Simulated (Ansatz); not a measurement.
**WC (WC type, space group P-6m2): energy over volume and axial ratio**

WC (WC type, space group P-6m2)

```
WC
1.0
    2.92196     0.00000     0.00000
   -1.46098     2.53050     0.00000
    0.00000     0.00000     2.84728
W C
1 1
Direct
  0.00000   0.00000   0.00000
  0.66667   0.33333   0.50000
```

The relaxed cell is deformed in two ways at once: its volume V is scaled, and at that volume it is stretched along z (the c axis of the conventional cell) so that c/a changes. Fractional atomic positions are held.

Method: PBE (plane waves to 420 eV, PAW, scalar-relativistic; Ansatz, a first-principles code). k mesh 18×18×16 (Γ-centred), Fermi-Dirac smearing 0.05 eV. The energy includes the smearing's −TS. Stress and pressure are positive under compression. With partly filled bands, the response to shear is sensitive to the k mesh, so small differences along c/a are uncertain. Spin-orbit coupling is left out, though W is heavy. The PAW data are Ansatz's earlier set. WC is run without spin polarisation. WC was relaxed with its symmetry unable to fall. ΔE is measured from the relaxed starting cell.

ΔE (meV/atom), with V/V₀ across and (c/a)/(c/a)₀ down:

```tsv
(c/a)/(c/a)₀ \ V/V₀	0.960	0.980	1.000	1.020	1.040
0.920	147	122	109	107	114
0.960	54	34	26	28	39
1.000	22	5	0	5	19
1.040	42	28	24	30	46
1.080	109	94	91	97	113
```

σxx (GPa), with V/V₀ across and (c/a)/(c/a)₀ down:

| (c/a)/(c/a)₀ \ V/V₀ | 0.960 | 0.980 | 1.000 | 1.020 | 1.040 |
|---|---|---|---|---|---|
| 0.920 | 0.2 | -7.6 | -14.6 | -20.9 | -26.5 |
| 0.960 | 8.1 | -0.1 | -7.5 | -14.1 | -20.0 |
| 1.000 | 16.3 | 7.7 | 0.0 | -6.9 | -13.2 |
| 1.040 | 25.1 | 16.1 | 8.0 | 0.8 | -5.8 |
| 1.080 | 34.1 | 24.7 | 16.2 | 8.6 | 1.7 |

Key numbers:

- Modulus against c/a change at fixed volume, (3/4V)·∂²E/∂(ln c/a)² (fit, atoms clamped) = 350 GPa
- Lowest place on the grid = V/V₀ = 1.000, (c/a)/(c/a)₀ = 1.000 (0 meV/atom)
- Highest place on the grid = V/V₀ = 0.960, (c/a)/(c/a)₀ = 0.920 (147 meV/atom)

(Under strain, the slope of the energy per volume gives the stress and its curvature an elastic modulus.)
